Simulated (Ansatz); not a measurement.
# Relaxation path: Sb$_{3}$Au

DFT, r2SCAN, PAW with Ansatz's default frozen-core files, scalar-relativistic (Ansatz 0.2.0); a Γ-centred 9×9×9 k mesh, Fermi–Dirac smearing of 0.05 eV, no spin polarisation. The run relaxes cell and atoms at a target pressure of 0 GPa.

Command: `ansatz run input.yaml --threads 1 --pin off --max-ram 3072MiB --backend cpu --events-out ev --progress --plain --runs-dir out` It took 99 s on 1 thread of Arm Neoverse V1, with other jobs on the host, peak memory 0.73 GiB.

```yaml
crystal:
  lattice:
    - [-3.04, 3.04, 3.04]
    - [3.04, -3.04, 3.04]
    - [3.04, 3.04, -3.04]
  atoms:
    - { symbol: Sb, position: [0.0, 0.5, 0.5] }
    - { symbol: Sb, position: [0.5, 0.0, 0.5] }
    - { symbol: Sb, position: [0.5, 0.5, 0.0] }
    - { symbol: Au, position: [0.0, 0.0, 0.0] }
kpoints:
  mp_grid: { grid: [9, 9, 9] }
scf:
  occupations: { method: fermi_dirac, width: 0.05 }
hamiltonian:
  xc: r2scan
  pseudopotentials: { kind: paw }
output:
  forces: true
  stress: true
relax:
  f_tol: 0.005
  max_steps: 50
  cell: {}
```

Each step lists its free energy a cell above the last geometry, the pressure, the cell vectors (Å), and Cartesian positions (Å) with forces (eV/Å).

The first step:

```
step 1  dF = 143.15 meV  P = -4.79 GPa
  cell -3.0400 3.0400 3.0400  3.0400 -3.0400 3.0400  3.0400 3.0400 -3.0400
  Sb 3.0400 0.0000 0.0000   0.0000 0.0000 0.0000
  Sb 0.0000 3.0400 0.0000   0.0000 0.0000 0.0000
  Sb 0.0000 0.0000 3.0400   0.0000 0.0000 0.0000
  Au 0.0000 0.0000 0.0000   0.0000 0.0000 0.0000
```

Spin–orbit coupling is left out, which matters for the heavy atoms. The PAW files were made under PBE.

Question: Where does the relaxation end, and by which steps?

Answer: After 5 geometries, with conventional a, b, c = 5.918, 5.918, 5.918 Å, at 25.909 Å³/atom (-7.78 % against the start) in space group Im-3m, with a shortest distance of 2.959 Å. The further steps:
```
step 2  dF = 120.56 meV  P = 6.02 GPa
  cell -2.8914 2.8914 2.8914  2.8914 -2.8914 2.8914  2.8914 2.8914 -2.8914
  Sb 2.8914 0.0000 0.0000   0.0000 0.0000 0.0000
  Sb 0.0000 2.8914 0.0000   0.0000 0.0000 0.0000
  Sb 0.0000 0.0000 2.8914   0.0000 0.0000 0.0000
  Au 0.0000 0.0000 0.0000   0.0000 0.0000 0.0000
step 3  dF = 3.28 meV  P = -0.82 GPa
  cell -2.9705 2.9705 2.9705  2.9705 -2.9705 2.9705  2.9705 2.9705 -2.9705
  Sb 2.9705 0.0000 0.0000   0.0000 0.0000 0.0000
  Sb 0.0000 2.9705 0.0000   0.0000 0.0000 0.0000
  Sb 0.0000 0.0000 2.9705   0.0000 0.0000 0.0000
  Au 0.0000 0.0000 0.0000   0.0000 0.0000 0.0000
step 4  dF = 0.08 meV  P = -0.11 GPa
  cell -2.9605 2.9605 2.9605  2.9605 -2.9605 2.9605  2.9605 2.9605 -2.9605
  Sb 2.9605 0.0000 0.0000   0.0000 0.0000 0.0000
  Sb 0.0000 2.9605 0.0000   0.0000 0.0000 0.0000
  Sb 0.0000 0.0000 2.9605   0.0000 0.0000 0.0000
  Au 0.0000 0.0000 0.0000   0.0000 0.0000 0.0000
step 5  dF = 0.00 meV  P = 0.00 GPa
  cell -2.9590 2.9590 2.9590  2.9590 -2.9590 2.9590  2.9590 2.9590 -2.9590
  Sb 2.9590 0.0000 0.0000   0.0000 0.0000 0.0000
  Sb 0.0000 2.9590 0.0000   0.0000 0.0000 0.0000
  Sb 0.0000 0.0000 2.9590   0.0000 0.0000 0.0000
  Au 0.0000 0.0000 0.0000   0.0000 0.0000 0.0000
step 6  dF = 0.82 meV  P = -0.01 GPa  (same geometry on a basis chosen anew; earlier energies don't compare to the last digit)
  cell -2.9590 2.9590 2.9590  2.9590 -2.9590 2.9590  2.9590 2.9590 -2.9590
  Sb 2.9590 0.0000 0.0000   0.0000 0.0000 0.0000
  Sb 0.0000 2.9590 0.0000   0.0000 0.0000 0.0000
  Sb 0.0000 0.0000 2.9590   0.0000 0.0000 0.0000
  Au 0.0000 0.0000 0.0000   0.0000 0.0000 0.0000
```
